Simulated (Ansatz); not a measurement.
The elements of this relaxed trial crystal are hidden behind letters.

```
lattice vectors (Å)
   6.2764    0.0000    0.0000
   0.0000    6.2764    0.0000
   0.0000    0.0000    3.0917
fractional positions
X 0.5000 0.0000 0.5000
X 0.5000 0.5000 0.5000
X 0.0000 0.5000 0.5000
Z 0.2235 0.7765 0.0000
Z 0.2235 0.2235 0.0000
Z 0.7765 0.7765 0.0000
Z 0.7765 0.2235 0.0000
Q 0.0000 0.0000 0.5000
```

Level of theory: Ansatz 0.2.0, DFT PBE, scalar-relativistic, plane waves, PAW. Plane waves to 420 eV, a 6×6×12 mesh through Γ for the 8-atom cell and 0.10 eV Gaussian smearing; no spin polarisation.

- Space group: P4/mmm (No. 123)
- Conventional cell: a = 6.276 Å, c = 3.092 Å
- Volume per atom: 15.22 Å³
- Density: 4.23 g/cm³
- Energy over the elements: −0.42 eV/atom
- Gap on the 6×6×12 mesh of the 8-atom cell: 0 eV (a metal)

Energies are uncorrected and count from the elements' standard states at the same level.

Question: X is a d-block element of period 4, Z is a p-block element of period 3 and Q is a d-block element of period 4. Which elements are they?

Answer: X = Ti, Z = Al, Q = Ni, so the formula is Ti3Al4Ni. Density times volume gives a mean mass of 4.23 × 15.22/1.6605 = 38.8 u per atom, and this set has 38.8 u. Around Ti on a site of symmetry mmm lie 8 Al at 2.71 Å, 4 Ti at 3.09–3.14 Å and 2 Ni at 3.14 Å; Al is surrounded by 2 Ni at 2.51 Å, 4 Ti at 2.71 Å, 2 Al at 2.81 Å, 2 Ti at 2.90 Å and 2 Al at 3.09 Å; Ni is surrounded by 8 Al at 2.51 Å, 2 Ni at 3.09 Å and 4 Ti at 3.14 Å; 1 more site not described. Other sets within the hints have nearly the same mass, so mass alone doesn't settle it; this one was computed.

Trial moments died out on the coarse mesh, so the last step has no spin; another magnetic start might hold. Symmetry constrained the relaxation, so the result can be a saddle point. Another cell of Ti3Al4Ni relaxed alike, in P4/mmm, lies 59 meV/atom lower, so this cell isn't the stable form at this level.
